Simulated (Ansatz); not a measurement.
# TiSi: two-dimensional strain map

All numbers below come from DFT PBEsol, scalar-relativistic, plane waves, PAW in Ansatz. Settings: plane waves to 420 eV, k-mesh 18×18×12 (Γ-centred), Gaussian smearing 0.15 eV. No spin polarisation. Energies are free energies at this smearing, counted from the undisturbed cell; pressure is positive in compression.

The undisturbed cell (as given, not relaxed at this level; it stands at -4.3 GPa, and it needn't be the usual structure):

```
Ti Si
1.0
     1.81618   -2.11762    0.00000
     1.81618    2.11762    0.00000
     0.00000    0.00000    3.80393
Ti Si
1 1
Direct
  0.50000 0.50000 0.00000
  0.00000 0.00000 0.50000
```

The cell is strained by p along both x and y and by q along z, fractional coordinates fixed. Points are written (p, q).

Energy above the undisturbed cell in meV/atom (a dash: not computed):

```
 p \ q  -0.030  -0.015  0.000  0.015  0.030
-0.030    18.1     5.4   -1.1   -1.9    2.4
-0.015     2.4    -5.0   -6.7   -3.0    5.7
 0.000    -0.4    -2.9    0.0    7.9   20.5
 0.015     8.1    10.3   17.5   29.3   45.5
 0.030    26.6    33.2   44.5   60.1   79.7
```

Pressure in GPa:

```
 p \ q  -0.030  -0.015  0.000  0.015  0.030
-0.030    10.0     6.9    4.0    1.4   -1.0
-0.015     4.9     2.1   -0.5   -2.8   -5.0
 0.000     0.5    -2.0   -4.3   -6.4   -8.4
 0.015    -3.3    -5.6   -7.6   -9.5  -11.3
 0.030    -6.6    -8.7  -10.5  -12.2  -13.7
```